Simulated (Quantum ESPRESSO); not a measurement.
Ti2Ag5Ta, one run as intended and one with a planted mistake

Computed values, not a measurement. The program is pw.x of Quantum ESPRESSO 7.5 (plane-wave density functional theory). The cell is made up: eight metal atoms on a face-centred cubic lattice, with elements, volume, strain and displacements drawn at random and not relaxed, so it may be unstable or far from any real phase. PseudoDojo standard norm-conserving files set the functional (PBE unless stated); there is no spin polarisation or spin-orbit coupling, the Fermi-Dirac width of 0.25 eV means electrons at about 2900 K, and the masses in the input are unused placeholders. Heavy elements are run without spin-orbit coupling, which real alloys of them have. A spin test at this wide smearing found no moment, but such smearing suppresses magnetism that the real alloy may have.

Intended input:

```
&control calculation='scf', pseudo_dir='./dojo.nc.sr.pbe.v0_5.standard.upf', outdir='./o', disk_io='minimal', tprnfor=.true., tstress=.true. /
&system ibrav=0, nat=8, ntyp=3, nbnd=78, ecutwfc=84.00895049, nosym=.true., tot_charge=0,
 occupations='smearing', smearing='fd', degauss=0.0183746611
/
&electrons conv_thr=1.470e-08, electron_maxstep=70, mixing_beta=0.5 /
ATOMIC_SPECIES
Ag 1.0 Ag.upf
Ta 1.0 Ta.upf
Ti 1.0 Ti.upf
CELL_PARAMETERS angstrom
0.0 -2.1022 -2.1022
2.1022 4.2044 -2.1022
8.4087 -4.2044 4.2044
ATOMIC_POSITIONS angstrom
Ti -0.107 -0.2596 0.0629
Ag 4.1636 -2.1628 2.1711
Ag 4.0702 0.0258 0.0432
Ta 8.3694 -2.1138 2.2236
Ag 2.287 -2.2249 0.0663
Ti 6.3254 -4.2731 2.0825
Ag 2.0775 0.0223 -2.0403
Ag 6.328 -2.1052 0.0175
K_POINTS automatic
8 5 3 1 1 1
```

The log is shortened where brackets say so; the opening notice, blank lines, dates and the lines on written files are dropped, and the path of the files is cut. It prints rydbergs, bohrs and kilobars, and counts compression as positive stress. Its total energy is the free energy E - TS of the whole cell.

Log of the intended run:

```
     Program PWSCF v.7.5
     Parallel version (MPI & OpenMP), running on       4 processor cores
     Number of MPI processes:                 4
     Threads/MPI process:                     1
     [start-up lines left out]
     bravais-lattice index     =            0
     lattice parameter (alat)  =       5.6181  a.u.
     unit-cell volume          =    1003.0782 (a.u.)^3
     number of atoms/cell      =            8
     number of atomic types    =            3
     number of electrons       =       132.00
     number of Kohn-Sham states=           78
     kinetic-energy cutoff     =      84.0090  Ry
     charge density cutoff     =     336.0358  Ry
     scf convergence threshold =      1.5E-08
     mixing beta               =       0.5000
     number of iterations used =            8  plain     mixing
     Exchange-correlation= PBE
                           (   1   4   3   4   0   0   0)
     [axes and pseudopotential details left out]
   Cartesian axes
     site n.     atom                  positions (alat units)
         1        Ti     tau(   1) = (  -0.0359911  -0.0873204   0.0211574  )
         2        Ag     tau(   2) = (   1.4004899  -0.7274905   0.7302823  )
         3        Ag     tau(   3) = (   1.3690734   0.0086782   0.0145310  )
         4        Ta     tau(   4) = (   2.8151743  -0.7110086   0.7479415  )
         5        Ag     tau(   5) = (   0.7692671  -0.7483788   0.0223010  )
         6        Ti     tau(   6) = (   2.1276440  -1.4373218   0.7004804  )
         7        Ag     tau(   7) = (   0.6987986   0.0075009  -0.6862858  )
         8        Ag     tau(   8) = (   2.1285186  -0.7081159   0.0058864  )
     number of k points=    60  Fermi-Dirac smearing, width (Ry)=  0.0184
                       cart. coord. in units 2pi/alat
        k(    1) = (   0.0905989  -0.0125220  -0.0758664), wk =   0.0333333
        k(    2) = (  -0.0861794   0.0464041  -0.1347925), wk =   0.0333333
     [further k points left out]
     Dense  grid:   104493 G-vectors     FFT dimensions: (  36,  60, 120)
     Estimated max dynamical RAM per process >     421.44 MB
     Estimated total dynamical RAM >       1.57 GB
     Initial potential from superposition of free atoms
     starting charge     131.9936, renormalised to     132.0000
     Starting wfcs are   80 randomized atomic wfcs
     total cpu time spent up to now is       13.9 secs
     per-process dynamical memory:   331.2 Mb
     Self-consistent Calculation
     iteration #  1     ecut=    84.01 Ry     beta= 0.50
     Davidson diagonalization with overlap
     ethr =  1.00E-02,  avg # of iterations =  4.2
     total cpu time spent up to now is       54.4 secs
     total energy              =   -1913.02231084 Ry
     estimated scf accuracy    <       7.21331848 Ry
     iteration #  2     ecut=    84.01 Ry     beta= 0.50
     Davidson diagonalization with overlap
     ethr =  5.46E-03,  avg # of iterations =  6.1
     total cpu time spent up to now is       99.2 secs
     total energy              =   -1911.11428944 Ry
     estimated scf accuracy    <     125.95124123 Ry
     [iterations 3 to 16 left out]
     iteration # 17     ecut=    84.01 Ry     beta= 0.50
     Davidson diagonalization with overlap
     ethr =  1.39E-11,  avg # of iterations =  2.4
     total cpu time spent up to now is      599.8 secs
     total energy              =   -1917.80039320 Ry
     estimated scf accuracy    <       0.00000005 Ry
     iteration # 18     ecut=    84.01 Ry     beta= 0.50
     Davidson diagonalization with overlap
     ethr =  1.39E-11,  avg # of iterations =  1.2
     total cpu time spent up to now is      628.5 secs
     End of self-consistent calculation
     [lines on levels left out]
!    total energy              =   -1917.80039320 Ry
     estimated scf accuracy    <          1.9E-09 Ry
     smearing contrib. (-TS)   =      -0.09511834 Ry
     internal energy E=F+TS    =   -1917.70527485 Ry
     The total energy is F=E-TS. E is the sum of the following terms:
     one-electron contribution =    -905.86902811 Ry
     hartree contribution      =     512.96433607 Ry
     xc contribution           =    -295.76431924 Ry
     ewald contribution        =   -1229.03626357 Ry
     convergence has been achieved in  18 iterations
     Forces acting on atoms (cartesian axes, Ry/au):
     atom    1 type  3   force =     0.00870622    0.02950184   -0.01343236
     atom    2 type  1   force =     0.01839734   -0.00684460    0.00251875
     atom    3 type  1   force =     0.02037383   -0.00504329   -0.00011786
     atom    4 type  2   force =    -0.00713576   -0.01306446   -0.00749346
     atom    5 type  1   force =    -0.03564360    0.01183663   -0.00525627
     atom    6 type  3   force =     0.00779831   -0.00370158    0.01205819
     atom    7 type  1   force =    -0.00246645   -0.01092658    0.00890683
     atom    8 type  1   force =    -0.01002989   -0.00175796    0.00281619
     Total force =     0.064893     Total SCF correction =     0.000254
     Computing stress (Cartesian axis) and pressure
          total   stress  (Ry/bohr**3)                   (kbar)     P=      -34.21
  -0.00015937  -0.00004926   0.00004729          -23.44       -7.25        6.96
  -0.00004926  -0.00027746  -0.00003447           -7.25      -40.82       -5.07
   0.00004729  -0.00003447  -0.00026090            6.96       -5.07      -38.38
     init_run     :     11.30s CPU     12.16s WALL (       1 calls)
     electrons    :    602.93s CPU    614.56s WALL (       1 calls)
     forces       :      5.56s CPU      5.56s WALL (       1 calls)
     stress       :     19.19s CPU     19.19s WALL (       1 calls)
     [timing details left out]
     PWSCF        :  10m40.88s CPU  10m53.42s WALL
     JOB DONE.
```

A second run has one planted mistake: two atoms have their elements exchanged. The input lines that differ:

```
- Ag 4.1636 -2.1628 2.1711
+ Ti 4.1636 -2.1628 2.1711
- Ti 6.3254 -4.2731 2.0825
+ Ag 6.3254 -4.2731 2.0825
```

Its log:

```
     Program PWSCF v.7.5
     Parallel version (MPI & OpenMP), running on       4 processor cores
     Number of MPI processes:                 4
     Threads/MPI process:                     1
     [start-up lines left out]
     bravais-lattice index     =            0
     lattice parameter (alat)  =       5.6181  a.u.
     unit-cell volume          =    1003.0782 (a.u.)^3
     number of atoms/cell      =            8
     number of atomic types    =            3
     number of electrons       =       132.00
     number of Kohn-Sham states=           78
     kinetic-energy cutoff     =      84.0090  Ry
     charge density cutoff     =     336.0358  Ry
     scf convergence threshold =      1.5E-08
     mixing beta               =       0.5000
     number of iterations used =            8  plain     mixing
     Exchange-correlation= PBE
                           (   1   4   3   4   0   0   0)
     [axes and pseudopotential details left out]
   Cartesian axes
     site n.     atom                  positions (alat units)
         1        Ti     tau(   1) = (  -0.0359911  -0.0873204   0.0211574  )
         2        Ti     tau(   2) = (   1.4004899  -0.7274905   0.7302823  )
         3        Ag     tau(   3) = (   1.3690734   0.0086782   0.0145310  )
         4        Ta     tau(   4) = (   2.8151743  -0.7110086   0.7479415  )
         5        Ag     tau(   5) = (   0.7692671  -0.7483788   0.0223010  )
         6        Ag     tau(   6) = (   2.1276440  -1.4373218   0.7004804  )
         7        Ag     tau(   7) = (   0.6987986   0.0075009  -0.6862858  )
         8        Ag     tau(   8) = (   2.1285186  -0.7081159   0.0058864  )
     number of k points=    60  Fermi-Dirac smearing, width (Ry)=  0.0184
                       cart. coord. in units 2pi/alat
        k(    1) = (   0.0905989  -0.0125220  -0.0758664), wk =   0.0333333
        k(    2) = (  -0.0861794   0.0464041  -0.1347925), wk =   0.0333333
     [further k points left out]
     Dense  grid:   104493 G-vectors     FFT dimensions: (  36,  60, 120)
     Estimated max dynamical RAM per process >     421.44 MB
     Estimated total dynamical RAM >       1.57 GB
     Initial potential from superposition of free atoms
     starting charge     131.9936, renormalised to     132.0000
     Starting wfcs are   80 randomized atomic wfcs
     total cpu time spent up to now is       15.2 secs
     per-process dynamical memory:   340.0 Mb
     Self-consistent Calculation
     iteration #  1     ecut=    84.01 Ry     beta= 0.50
     Davidson diagonalization with overlap
     ethr =  1.00E-02,  avg # of iterations =  4.3
     total cpu time spent up to now is       52.3 secs
     total energy              =   -1915.70751568 Ry
     estimated scf accuracy    <       3.42850940 Ry
     iteration #  2     ecut=    84.01 Ry     beta= 0.50
     Davidson diagonalization with overlap
     ethr =  2.60E-03,  avg # of iterations =  5.1
     total cpu time spent up to now is       94.2 secs
     total energy              =   -1913.98385844 Ry
     estimated scf accuracy    <      66.57551951 Ry
     [iterations 3 to 15 left out]
     iteration # 16     ecut=    84.01 Ry     beta= 0.50
     Davidson diagonalization with overlap
     ethr =  2.75E-11,  avg # of iterations =  4.6
     total cpu time spent up to now is      594.9 secs
     total energy              =   -1917.75680530 Ry
     estimated scf accuracy    <       0.00000007 Ry
     iteration # 17     ecut=    84.01 Ry     beta= 0.50
     Davidson diagonalization with overlap
     ethr =  2.75E-11,  avg # of iterations =  2.3
     total cpu time spent up to now is      628.0 secs
     End of self-consistent calculation
     [lines on levels left out]
!    total energy              =   -1917.75680530 Ry
     estimated scf accuracy    <          8.0E-09 Ry
     smearing contrib. (-TS)   =      -0.10998217 Ry
     internal energy E=F+TS    =   -1917.64682313 Ry
     The total energy is F=E-TS. E is the sum of the following terms:
     one-electron contribution =    -829.27081206 Ry
     hartree contribution      =     474.30100999 Ry
     xc contribution           =    -295.65203486 Ry
     ewald contribution        =   -1267.02498621 Ry
     convergence has been achieved in  17 iterations
     Forces acting on atoms (cartesian axes, Ry/au):
     atom    1 type  3   force =     0.00381005    0.02167513   -0.00073804
     atom    2 type  3   force =     0.01913792   -0.00489954   -0.00031035
     atom    3 type  1   force =     0.02898137   -0.00756694    0.00177456
     atom    4 type  2   force =     0.01030177   -0.00563841   -0.02101837
     atom    5 type  1   force =    -0.03153741    0.00806148   -0.00036357
     atom    6 type  1   force =    -0.00974744    0.00050875    0.01067320
     atom    7 type  1   force =    -0.00692934   -0.01026961    0.00743834
     atom    8 type  1   force =    -0.01401693   -0.00187087    0.00254424
     Total force =     0.063556     Total SCF correction =     0.000636
     Computing stress (Cartesian axis) and pressure
          total   stress  (Ry/bohr**3)                   (kbar)     P=      -41.00
  -0.00024534  -0.00003156   0.00004633          -36.09       -4.64        6.82
  -0.00003156  -0.00028507  -0.00005393           -4.64      -41.93       -7.93
   0.00004633  -0.00005393  -0.00030570            6.82       -7.93      -44.97
     init_run     :     12.60s CPU     13.76s WALL (       1 calls)
     electrons    :    597.99s CPU    612.87s WALL (       1 calls)
     forces       :      4.53s CPU      4.58s WALL (       1 calls)
     stress       :     15.75s CPU     15.77s WALL (       1 calls)
     [timing details left out]
     PWSCF        :  10m32.28s CPU  10m48.53s WALL
     JOB DONE.
```

```
                                            intended run  run with the mistake
                          free energy (eV)    -26093.004            -26092.411
         entropy term -TS, part of it (eV)        -1.294                -1.496
                            pressure (GPa)         -3.42                 -4.10
size of the largest force component (eV/Å)         0.916                 0.811
largest change of a force component (eV/Å)                               0.451
                                iterations            18                    17
```

For scale, a rerun of the intended cell at a higher cutoff and on a denser mesh moved values by no more than 0.011 eV in energy, 0.20 GPa in stress and 0.009 eV/Å in force, and a second program with other atomic files agreed on that cell to 2 % rms in force and 0.5 GPa in pressure.